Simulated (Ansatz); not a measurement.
## Is this Al4Ni3Pd structure a true minimum?

It was reached by relaxing an invented guess, and it needn't be the stable form of this composition.

Theory: DFT PBE, scalar-relativistic, plane waves, PAW (Ansatz 0.2.0). Plane waves to 420 eV, a k mesh through Γ of 10×10×10 on the computed 8-atom cell and Gaussian smearing (0.10 eV); no spin polarisation.

The cell below (8 atoms, space group Im-3m (No. 229)) is relaxed within its symmetry.

```cif
data_structure
_symmetry_space_group_name_H-M 'P 1'
_symmetry_Int_Tables_number 1
_cell_length_a 5.1041
_cell_length_b 5.1041
_cell_length_c 5.1041
_cell_angle_alpha 109.471
_cell_angle_beta 109.471
_cell_angle_gamma 109.471
_cell_volume 102.36
loop_
_atom_site_label
_atom_site_type_symbol
_atom_site_fract_x
_atom_site_fract_y
_atom_site_fract_z
_atom_site_occupancy
Al1 Al 0.50000 0.00000 0.00000 1
Al2 Al 0.00000 0.00000 0.50000 1
Al3 Al 0.50000 0.50000 0.50000 1
Al4 Al 0.00000 0.50000 0.00000 1
Ni1 Ni 0.00000 0.50000 0.50000 1
Ni2 Ni 0.50000 0.50000 0.00000 1
Ni3 Ni 0.50000 0.00000 0.50000 1
Pd1 Pd 0.00000 0.00000 0.00000 1
```

For the test it was strained at random (σ = 1.5 % a component), the atoms were moved at random (σ = 0.10 Å), and all was relaxed again on a coarse 6×6×6 mesh (in the run’s order of axes) with 0.20 eV smearing, with no symmetry imposed.

Trial moments died out on the coarse mesh, so the last step has no spin; another magnetic start might hold.

Task: What happens?

Result: It returns, within 1 meV/atom of the unmoved cell on that mesh and with the same symmetry when read at 0.1 Å (I4/mmm at 0.01 Å, so small strains and shifts remain). So it is stable against the distortions that fit this cell and that this random move excites. Modes that don't fit the cell aren't tested.
